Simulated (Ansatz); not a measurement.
GeSe in space group Pnma (No. 62; Ge on 4c, Se on 4c), the program Ansatz at the PBEsol level (PAW), all energies at zero smearing, with the estimated change up to a 700 eV cutoff added, with one set of potentials and settings (totals compare only within such a set). Cell of 8 atoms (4 Ge, 4 Se): -38712.540 eV.

```tsv
element	reference phase	E (eV/atom)
Ge	Fd-3m, 2 atoms in the cell	-4253.4978
Se	P3_121, 3 atoms in the cell	-5424.2079
```

Formation energy per atom, worked out: (-38712.540 − 4×(-4253.4978) − 4×(-5424.2079))/8 = -0.215 eV/atom (-21 kJ per mol of atoms), at 0 K, without zero-point energy or fitted corrections.

The cell was relaxed with PBEsol under the symmetry of its start. The volume moved by 33 % from the start of the relaxation. The references are the lowest solids computed at this level, not always the standard phases.

Potentials: the later of the program's two PAW sets.
